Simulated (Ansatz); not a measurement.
PbS:
```yaml
crystal:
  lattice:
    - [2.07062, -5.91223, 0.00000]
    - [2.07062, 5.91223, 0.00000]
    - [0.00000, 0.00000, 4.26098]
  atoms:
    - { symbol: Pb, position: [0.87138, 0.12862, 0.75000] }
    - { symbol: Pb, position: [0.12862, 0.87138, 0.25000] }
    - { symbol: S, position: [0.64474, 0.35526, 0.75000] }
    - { symbol: S, position: [0.35526, 0.64474, 0.25000] }
```

Relaxed with r²SCAN+D4.

Task: Map the electron localisation function on the plane through (0.871, 0.129, 0.750) spanned by u = [1, 1, 0] and v = [1, -1, 0] in lattice vectors, from DFT-r²SCAN+D4 in the program Ansatz with PAW potentials.

Result: x is the fraction of u, y of v (the angle between them is 90°; rows are the nearest grid lines); atoms in the plane: Pb at (0.00, 0.00), Pb at (0.50, 0.50), S at (0.00, 0.77), S at (0.50, 0.27).
```
y \ x   0.000  0.0952  0.190  0.286  0.381  0.476  0.524  0.619  0.714  0.810  0.905   1.00
------  -----  ------  -----  -----  -----  -----  -----  -----  -----  -----  -----  -----
1.00    0.007   0.039  0.415  0.332  0.109  0.041  0.041  0.109  0.332  0.415  0.039  0.007
0.925   0.347   0.338  0.254  0.133  0.044  0.028  0.028  0.044  0.133  0.254  0.338  0.347
0.850   0.850   0.819  0.708  0.439  0.107  0.025  0.025  0.107  0.439  0.708  0.819  0.850
0.775   0.001   0.396  0.857  0.758  0.293  0.046  0.046  0.293  0.758  0.857  0.396  0.001
0.700   0.872   0.864  0.788  0.473  0.094  0.031  0.031  0.094  0.473  0.788  0.864  0.872
0.625   0.116   0.072  0.041  0.099  0.330  0.469  0.469  0.330  0.099  0.041  0.072  0.116
0.550   0.026   0.058  0.284  0.433  0.410  0.223  0.223  0.410  0.433  0.284  0.058  0.026
0.450   0.035   0.052  0.175  0.358  0.377  0.222  0.222  0.377  0.358  0.175  0.052  0.035
0.375   0.018   0.035  0.139  0.356  0.534  0.607  0.607  0.534  0.356  0.139  0.035  0.018
0.300   0.038   0.163  0.647  0.835  0.730  0.200  0.200  0.730  0.835  0.647  0.163  0.038
0.225   0.035   0.110  0.560  0.836  0.868  0.776  0.776  0.868  0.836  0.560  0.110  0.035
0.150   0.139   0.090  0.048  0.107  0.364  0.538  0.538  0.364  0.107  0.048  0.090  0.139
0.0750  0.490   0.492  0.443  0.287  0.053  0.019  0.019  0.053  0.287  0.443  0.492  0.490
0.000   0.007   0.039  0.415  0.332  0.109  0.041  0.041  0.109  0.332  0.415  0.039  0.007
```

The density is the valence pseudo-density with augmentation charge, so density and ELF within about 1 Å of a nucleus are not all-electron values.

Space group Cmcm. The first step of the workflow began from a Materials Project structure, measured or hypothetical; the Crystallography Open Database copy checked does not list it. It is not the phase usual at ambient conditions (space group No. 225). The cell was relaxed with r²SCAN+D4 under the symmetry of its start; its stability against distortions is not shown here. Scalar-relativistic: spin–orbit coupling is off unless named, which matters more the heavier the elements.

Potentials: the later of the program's two PAW sets.
